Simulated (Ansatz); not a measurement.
Here is the system:

AlSi₃C₃N:
```
AlSi3C3N
1.0
    3.10727     0.00000     0.00000
   -1.55363     2.69097     0.00000
    0.00000     0.00000    10.05520
Al N Si C
1 1 3 3
Direct
  0.33333   0.66667   0.98465
  0.33333   0.66667   0.19792
  0.66667   0.33333   0.25291
  0.33333   0.66667   0.50402
  0.66667   0.33333   0.75616
  0.66667   0.33333   0.43540
  0.33333   0.66667   0.68711
  0.66667   0.33333   0.93631
```

This is the r²SCAN-relaxed structure.

**Question.** All from plane-wave PAW r²SCAN (Ansatz code), unless another level is named. Estimate the electronic character.

**Answer.** metallic (no gap).

**Question.** And the density of states at the Fermi level?

**Answer.** 0.09 states/eV per atom (mean over ±0.08 eV).

**Question.** What about the formation energy from the elements (no fitted shifts)?

**Answer.** -0.30 eV/atom.

Space group P3m1. The start of the workflow was typed in or built on a structure type; neither database checked (COD, Materials Project) lists it. Whether it is the stable phase at ambient conditions was not checked. Symmetry was held in the r²SCAN relaxation; whether a distortion lowers the energy is not shown. The references are the lowest solids computed at this level, not always the standard phases (solids in place of the gases).

Potentials: the earlier of the program's two PAW sets.
